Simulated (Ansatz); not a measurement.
## Data sheet: Mg2BBrN2 (DFT)

Mg$_{2}$BBrN$_{2}$:
```
Mg2BBrN2
1.0
    4.57200     3.30862     0.00000
   -4.57200     3.30862     0.00000
   -2.15400     0.00000     6.12325
Mg B Br N
4 2 2 4
Direct
  0.86070   0.34498   0.83631
  0.13930   0.65502   0.16369
  0.34498   0.86070   0.66369
  0.65502   0.13930   0.33631
  0.11324   0.11324   0.25000
  0.88676   0.88676   0.75000
  0.63067   0.63067   0.25000
  0.36933   0.36933   0.75000
  0.95780   0.26753   0.17810
  0.04220   0.73247   0.82190
  0.26753   0.95780   0.32190
  0.73247   0.04220   0.67810
```

Space group C2/c (No. 15); conventional cell a = 9.1440 Å, b = 6.6172 Å, c = 6.4911 Å, α = 90.00°, β = 109.38°, γ = 90.00°.

Method: r²SCAN (plane waves, PAW; program Ansatz). The cell and atoms are relaxed at this level. Other levels are named where they apply.

### Cell and energy

- Volume per atom = 15.44 Å³
- Density = 3.00 g/cm³
- Formation energy from the elements (no fitted shifts) = -1.26 eV/atom

### Electronic structure

* **Band gap**: 3.97 eV (indirect)
* **Valence-band maximum**: off the standard path, at k = (0.271, -0.281, 0.135) in fractions of the reciprocal vectors
* **Conduction-band minimum**: at Γ
* **Smallest direct gap on the standard path**: 4.41 eV
* **Electron effective mass**: 0.32, 0.32, 0.41 mₑ (principal values)
* **Electron effective mass with spin–orbit coupling**: 0.32, 0.32, 0.41 mₑ (principal values)
* **Hole effective mass**: 1.2, 1.3, 7.4 mₑ (principal values)
* **Hole effective mass with spin–orbit coupling**: 1.2, 1.3, 7.5 mₑ (principal values)
* **HSE06 gap on the r²SCAN cell**: 4.61 eV
* **Gap with spin–orbit coupling**: 3.97 eV

### Mechanics

- Bulk modulus (Birch–Murnaghan fit) = 67.2 GPa
- Pressure derivative B′ = 1.4

### Charges

* **Bader charges**: Mg +1.72, B +2.21, Br -0.89, N -2.38 e

The workflow started from a Materials Project entry (that database holds measured and hypothetical structures alike); the Crystallography Open Database copy checked does not list it. Its standing as an ambient phase is unchecked. Symmetry was held in the r²SCAN relaxation; whether a distortion lowers the energy is not shown. The references are the lowest solids computed at this level, not always the standard phases (solids in place of the gases). Spin–orbit coupling is left out wherever it is not named.

Potentials: the later of the program's two PAW sets.
